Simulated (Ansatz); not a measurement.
P2Pd:
```
P2Pd
1.0
    3.44646     2.93253     0.00000
   -3.44646     2.93253     0.00000
   -3.09283     0.00000     5.00796
P Pd
4 2
Direct
  0.31033   0.93784   0.33400
  0.68967   0.06216   0.66600
  0.93784   0.31033   0.16600
  0.06216   0.68967   0.83400
  0.00000   0.50000   0.50000
  0.50000   0.00000   0.00000
```

Relaxed with r²SCAN.

Task: Map the valence electron density (e/Å³), cut off at 0.7 on the plane through (0.000, 0.500, 0.500) spanned by u = [0, 1, 1] and v = [1, -1, 1] in lattice vectors, from r²SCAN in the plane-wave PAW code Ansatz.

Result: x is the fraction of u, y of v (the angle between them is 90°; rows are the nearest grid lines); atoms in the plane: P at (0.74, 0.93), P at (0.26, 0.07), Pd at (0.00, 0.00), Pd at (0.00, 0.50).
```
|9999998998669985311001135899668998999999|
|9999976789999986321000135885126999999999|
|9999733334679998643211135884115998689999|
|9997421123468999864311125797447986557999|
|8853211112357999876411124689878764333578|
|1111000001247876689721112345544321111111|
|1111000001246887899721001122222110001111|
|2221100001246899999621000011111000011122|
|9985321111224578875310000000000000125999|
|9999532211122345543200000000000001259999|
|9999943211111222221100000000000012399999|
|9999963211000000000000000000001123699999|
|9999963211000000000000000000001123699999|
|9999932100000000000011222221111123499999|
|9999521000000000000023455432211122359999|
|9995210000000000000135788754221111235899|
|2211100001111100001269999986421000011222|
|1111000112222211001279987886421000001111|
|1111111234455432111279866787421000001111|
|8753334678789864211146789997532111123588|
|9997556897447975211134689998643211247999|
|9999868995114885311123468999764333379999|
|9999999996215885310001236899999876799999|
|9999998998669985311001135899668998999999|
```
Scale: ten equal steps from 0.031 (start of '0') to 0.700 (end of '9'), in the order '0123456789'; x runs from 0.000 to 1.00, y from 0.000 (bottom) to 1.00 (top).

The density is the valence pseudo-density with augmentation charge, so density and ELF within about 1 Å of a nucleus are not all-electron values.

Space group C2/c. The workflow started from a Materials Project entry (that database holds measured and hypothetical structures alike); the Crystallography Open Database copy checked does not list it. Its standing as an ambient phase is unchecked. The r²SCAN relaxation kept the symmetry of its start; whether a distortion lowers the energy is not shown. No spin polarisation was allowed.

Potentials: the later of the program's two PAW sets.
